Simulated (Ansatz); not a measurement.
**Fields on a plane of Ga2S3 (space group Cc)**

```
CELL_PARAMETERS angstrom
      5.56123    -3.19646     0.00000
      5.56123     3.19646     0.00000
     -3.60990     0.00000     6.00209
ATOMIC_POSITIONS crystal
  Ga 0.73045 0.86409 0.38063
  Ga 0.86409 0.73045 0.88063
  Ga 0.35969 0.55317 0.37164
  Ga 0.55317 0.35969 0.87164
  S  0.75564 0.56305 0.49492
  S  0.56305 0.75564 0.99492
  S  0.40616 0.23895 0.48686
  S  0.23895 0.40616 0.98686
  S  0.91690 0.08989 0.01695
  S  0.08989 0.91690 0.51695
```

The slice is a (100) plane (indices of the conventional cell) through the point (0.917, 0.090, 0.017) (fractional), spanned by u = [1 -1 0] and v = [001] in vectors of this cell: u (6.39 Å) and v (7.00 Å, at 90° to u). It covers one period; positions are fractions (u, v).

Atoms on it: S at (0.00, 0.00); S at (0.17, 0.50). Other atoms lie within 1 Å of the plane.

Level of theory: PBEsol (plane waves to 420 eV, PAW, scalar-relativistic; Ansatz, a program for electronic structure). k mesh 6×6×6. These are valence fields of a PAW run, semicore shells included where kept as valence: close to a nucleus they are smooth pseudo fields. Ga2S3 was relaxed with its symmetry unable to fall.

| v \ u | 0.00 | 0.12 | 0.23 | 0.35 | 0.46 | 0.58 | 0.69 | 0.81 | 0.92 |
|---|---|---|---|---|---|---|---|---|---|
| 0.86 | 0.160 | 0.064 | 0.006 | 0.000 | 0.001 | 0.001 | 0.001 | 0.010 | 0.081 |
| 0.71 | 0.004 | 0.014 | 0.024 | 0.008 | 0.001 | 0.000 | 0.000 | 0.001 | 0.004 |
| 0.57 | 0.002 | 0.130 | 0.367 | 0.054 | 0.005 | 0.001 | 0.001 | 0.000 | 0.000 |
| 0.43 | 0.039 | 0.330 | 0.149 | 0.004 | 0.001 | 0.001 | 0.001 | 0.001 | 0.006 |
| 0.29 | 0.006 | 0.023 | 0.025 | 0.008 | 0.001 | 0.001 | 0.001 | 0.001 | 0.003 |
| 0.14 | 0.146 | 0.022 | 0.001 | 0.000 | 0.001 | 0.001 | 0.002 | 0.022 | 0.121 |
| 0.00 | 0.001 | 0.034 | 0.004 | 0.001 | 0.001 | 0.001 | 0.001 | 0.013 | 0.046 |

Values: density of the highest valence band (whole band, smooth part) in e/Å³. 

```
|xxxx +#%%%#*+-  xxxxx  xxx|
|xxxx:*%%%%#*=: xxxxxx  xxx|
|xxx.*%%%%%#*=. xxxxxx   xx|
|  -*%@@@%%#*=. xxxxxx  :. |
|*#%%@@@@@%#*+:  xxxxx :+**|
|%@@@@@@@@%%#+=.  xx   =*#%|
|@@@@@@@@@@%#*+=:    .-+#%%|
|@@@@@@@@@@%%#*+=----=+*#%%|
|%%##**#%%%%%#***++++*##%%%|
|#*=.  :+#%%##******###%%%%|
|*: xxxx -*#**+++**###%%%%#|
|= xxxxxx -+=---=+*###%%%#*|
|:xxxxxxxx :    .-+*##%%%#*|
|.xxxxxxxx   xx   -+*#%%%#*|
|:xxxxxxxx  xxxxx .=*#%%%%*|
|+ xxxxxx  xxxxxx  -+##%%%#|
|#= xxxx   xxxxxx  -+*#%%%%|
|%#+:  .:. xxxxxx  -+##%@@@|
|@@%#***+-  xxxxx .=*#%%@@@|
|@@@@%%%#+:  xx   -+*#%@@@@|
|@@@@@@%#*=:    .-=*#%%@@@@|
|@@@@@@%%#*+=---=+**#%%@@@@|
|**#%%%%%##**++++**##%%%%%#|
|  -+##%%%###*******##%#*-.|
|xxx =*#%%%###***+++***+.xx|
|xxxx.+#%%%%##*+=----==.xxx|
|xxxx =#%%%%##*=:    .: xxx|
|xxxx =#%%%##*=:  xx    xxx|
```
Scale: ten equal steps from 0.00 (start of ' ') to 8.05 (end of '@'), in the order ' .:-=+*#%@'. Values: electrostatic potential energy of an electron, from the cell's mean, in eV. The map has 26 points along u (one character each, u = 0 at the left) and 28 along v (v = 0 in the bottom row). Points within 0.9 Å of a nucleus are blanked (x), as the pseudised field means little there. Values under 0 eV are set to 0. The zero, the cell's mean, hangs on the PAW cores.
